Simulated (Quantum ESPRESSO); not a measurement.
## HfTa4Y3 (input and log of a self-consistent run)

Computed values, not a measurement. The program is pw.x of Quantum ESPRESSO 7.5 (plane-wave density functional theory). The cell is made up: eight metal atoms on a hexagonal close-packed lattice, with elements, volume, strain and displacements drawn at random and not relaxed, so it may be unstable or far from any real phase. PseudoDojo standard norm-conserving files set the functional (PBE unless stated); there is no spin polarisation or spin-orbit coupling, the Fermi-Dirac width of 0.25 eV means electrons at about 2900 K, and the masses in the input are unused placeholders. Heavy elements are run without spin-orbit coupling, which real alloys of them have. A spin test at this wide smearing found no moment, but such smearing suppresses magnetism that the real alloy may have.

Input:

```
&control calculation='scf', pseudo_dir='./dojo.nc.sr.pbe.v0_5.standard.upf', outdir='./o', disk_io='minimal', tprnfor=.true., tstress=.true. /
&system ibrav=0, nat=8, ntyp=3, nbnd=67, ecutwfc=72.02867146, nosym=.true., tot_charge=0,
 occupations='smearing', smearing='fd', degauss=0.0183746611
/
&electrons conv_thr=1.470e-08, electron_maxstep=70, mixing_beta=0.5 /
ATOMIC_SPECIES
Hf 1.0 Hf.upf
Ta 1.0 Ta.upf
Y 1.0 Y.upf
CELL_PARAMETERS angstrom
3.3068 0.0208 0.0
1.6354 -2.8534 -5.3712
1.7075 8.6018 -5.3712
ATOMIC_POSITIONS angstrom
Hf -0.0391 0.0934 -0.0044
Ta 1.7031 2.9772 -5.3585
Ta 1.6966 -0.9167 -2.673
Y 3.3816 1.8627 -8.0475
Ta 3.3716 5.7187 -5.3663
Y 3.3045 0.0336 -5.2802
Ta 3.2717 1.9025 -2.6439
Y 4.9322 4.8874 -8.014
K_POINTS automatic
7 4 3 1 1 1
```

The log is shortened where brackets say so; the opening notice, blank lines, dates and the lines on written files are dropped, and the path of the files is cut. It prints rydbergs, bohrs and kilobars, and counts compression as positive stress. Its total energy is the free energy E - TS of the whole cell.

```
     Program PWSCF v.7.5
     Parallel version (MPI & OpenMP), running on       4 processor cores
     Number of MPI processes:                 4
     Threads/MPI process:                     1
     [start-up lines left out]
     bravais-lattice index     =            0
     lattice parameter (alat)  =       6.2491  a.u.
     unit-cell volume          =    1372.9709 (a.u.)^3
     number of atoms/cell      =            8
     number of atomic types    =            3
     number of electrons       =        97.00
     number of Kohn-Sham states=           67
     kinetic-energy cutoff     =      72.0287  Ry
     charge density cutoff     =     288.1147  Ry
     scf convergence threshold =      1.5E-08
     mixing beta               =       0.5000
     number of iterations used =            8  plain     mixing
     Exchange-correlation= PBE
                           (   1   4   3   4   0   0   0)
     [axes and pseudopotential details left out]
   Cartesian axes
     site n.     atom                  positions (alat units)
         1        Hf     tau(   1) = (  -0.0118239   0.0282443  -0.0013306  )
         2        Ta     tau(   2) = (   0.5150194   0.9003088  -1.6204167  )
         3        Ta     tau(   3) = (   0.5130538  -0.2772112  -0.8083184  )
         4        Y      tau(   4) = (   1.0225998   0.5632827  -2.4335735  )
         5        Ta     tau(   5) = (   1.0195758   1.7293416  -1.6227754  )
         6        Y      tau(   6) = (   0.9992847   0.0101607  -1.5967387  )
         7        Ta     tau(   7) = (   0.9893659   0.5753182  -0.7995185  )
         8        Y      tau(   8) = (   1.4915031   1.4779555  -2.4234430  )
     number of k points=    42  Fermi-Dirac smearing, width (Ry)=  0.0184
                       cart. coord. in units 2pi/alat
        k(    1) = (   0.0713572   0.0115791  -0.0613830), wk =   0.0476190
        k(    2) = (   0.0725677  -0.1808806   0.0412280), wk =   0.0476190
     [further k points left out]
     Dense  grid:   113341 G-vectors     FFT dimensions: (  36,  72, 108)
     Estimated max dynamical RAM per process >     362.23 MB
     Estimated total dynamical RAM >       1.33 GB
     Initial potential from superposition of free atoms
     starting charge      96.9811, renormalised to      97.0000
     Starting wfcs are   80 randomized atomic wfcs
     total cpu time spent up to now is        4.3 secs
     per-process dynamical memory:   284.0 Mb
     Self-consistent Calculation
     iteration #  1     ecut=    72.03 Ry     beta= 0.50
     Davidson diagonalization with overlap
     ethr =  1.00E-02,  avg # of iterations =  2.8
     Threshold (ethr) on eigenvalues was too large:
     Diagonalizing with lowered threshold
     Davidson diagonalization with overlap
     ethr =  5.48E-04,  avg # of iterations =  4.0
     total cpu time spent up to now is       20.8 secs
     total energy              =    -877.93567447 Ry
     estimated scf accuracy    <       0.58996938 Ry
     iteration #  2     ecut=    72.03 Ry     beta= 0.50
     Davidson diagonalization with overlap
     ethr =  6.08E-04,  avg # of iterations =  6.1
     total cpu time spent up to now is       31.7 secs
     total energy              =    -877.46539234 Ry
     estimated scf accuracy    <       8.11741788 Ry
     iteration #  3     ecut=    72.03 Ry     beta= 0.50
     Davidson diagonalization with overlap
     ethr =  6.08E-04,  avg # of iterations =  6.8
     total cpu time spent up to now is       41.8 secs
     total energy              =    -877.73220570 Ry
     estimated scf accuracy    <      10.30384303 Ry
     iteration #  4     ecut=    72.03 Ry     beta= 0.50
     Davidson diagonalization with overlap
     ethr =  6.08E-04,  avg # of iterations =  2.4
     total cpu time spent up to now is       49.8 secs
     total energy              =    -878.16781290 Ry
     estimated scf accuracy    <       0.10774504 Ry
     iteration #  5     ecut=    72.03 Ry     beta= 0.50
     Davidson diagonalization with overlap
     ethr =  1.11E-04,  avg # of iterations =  8.9
     total cpu time spent up to now is       59.8 secs
     total energy              =    -878.17283431 Ry
     estimated scf accuracy    <       0.15697370 Ry
     [iterations 6 to 15 left out]
     iteration # 16     ecut=    72.03 Ry     beta= 0.50
     Davidson diagonalization with overlap
     ethr =  1.19E-09,  avg # of iterations =  5.1
     total cpu time spent up to now is      147.7 secs
     total energy              =    -878.19078595 Ry
     estimated scf accuracy    <       0.00000245 Ry
     iteration # 17     ecut=    72.03 Ry     beta= 0.50
     Davidson diagonalization with overlap
     ethr =  1.19E-09,  avg # of iterations =  2.1
     total cpu time spent up to now is      155.1 secs
     total energy              =    -878.19078595 Ry
     estimated scf accuracy    <       0.00000508 Ry
     iteration # 18     ecut=    72.03 Ry     beta= 0.50
     Davidson diagonalization with overlap
     ethr =  1.19E-09,  avg # of iterations =  1.3
     total cpu time spent up to now is      162.0 secs
     total energy              =    -878.19078619 Ry
     estimated scf accuracy    <       0.00000025 Ry
     iteration # 19     ecut=    72.03 Ry     beta= 0.50
     Davidson diagonalization with overlap
     ethr =  2.61E-10,  avg # of iterations =  2.0
     total cpu time spent up to now is      169.2 secs
     total energy              =    -878.19078621 Ry
     estimated scf accuracy    <       0.00000007 Ry
     iteration # 20     ecut=    72.03 Ry     beta= 0.50
     Davidson diagonalization with overlap
     ethr =  7.18E-11,  avg # of iterations =  1.8
     total cpu time spent up to now is      176.3 secs
     End of self-consistent calculation
     [lines on levels left out]
!    total energy              =    -878.19078621 Ry
     estimated scf accuracy    <          9.5E-09 Ry
     smearing contrib. (-TS)   =      -0.17308142 Ry
     internal energy E=F+TS    =    -878.01770479 Ry
     The total energy is F=E-TS. E is the sum of the following terms:
     one-electron contribution =    -201.29755189 Ry
     hartree contribution      =     128.27701509 Ry
     xc contribution           =    -193.73808874 Ry
     ewald contribution        =    -611.25907925 Ry
     convergence has been achieved in  20 iterations
     Forces acting on atoms (cartesian axes, Ry/au):
     atom    1 type  1   force =     0.00154035   -0.03944740   -0.02507307
     atom    2 type  2   force =     0.00063027    0.04052750    0.03561764
     atom    3 type  2   force =    -0.00407870    0.02362143    0.03347990
     atom    4 type  3   force =    -0.00661188   -0.00833139   -0.00376996
     atom    5 type  2   force =    -0.00136658    0.00329810   -0.01351633
     atom    6 type  3   force =    -0.00220979    0.01381187   -0.00420398
     atom    7 type  2   force =     0.00389516   -0.05010906   -0.02088331
     atom    8 type  3   force =     0.00820117    0.01662895   -0.00165089
     Total force =     0.103145     Total SCF correction =     0.000365
     Computing stress (Cartesian axis) and pressure
          total   stress  (Ry/bohr**3)                   (kbar)     P=      -86.68
  -0.00067838  -0.00004454  -0.00002058          -99.79       -6.55       -3.03
  -0.00004454  -0.00057146   0.00001089           -6.55      -84.06        1.60
  -0.00002058   0.00001089  -0.00051778           -3.03        1.60      -76.17
     init_run     :      4.09s CPU      4.23s WALL (       1 calls)
     electrons    :    168.84s CPU    171.95s WALL (       1 calls)
     forces       :      1.66s CPU      1.68s WALL (       1 calls)
     stress       :      5.64s CPU      5.73s WALL (       1 calls)
     [timing details left out]
     PWSCF        :   3m 0.34s CPU   3m 3.74s WALL
     JOB DONE.
```

In other units: free energy -11948.394 eV for the cell, pressure -8.67 GPa, largest force component 1.288 eV/Å in size. The run took 185 s of wall time with four MPI processes on a shared machine (AMD EPYC, Zen 5, virtual cores), so the time is rough. A rerun of this cell at a higher cutoff and on a denser mesh moved values by no more than 0.004 eV in energy, 0.05 GPa in stress and 0.003 eV/Å in force, and a second program with other atomic files agreed on that cell to 2 % rms in force and 0.5 GPa in pressure.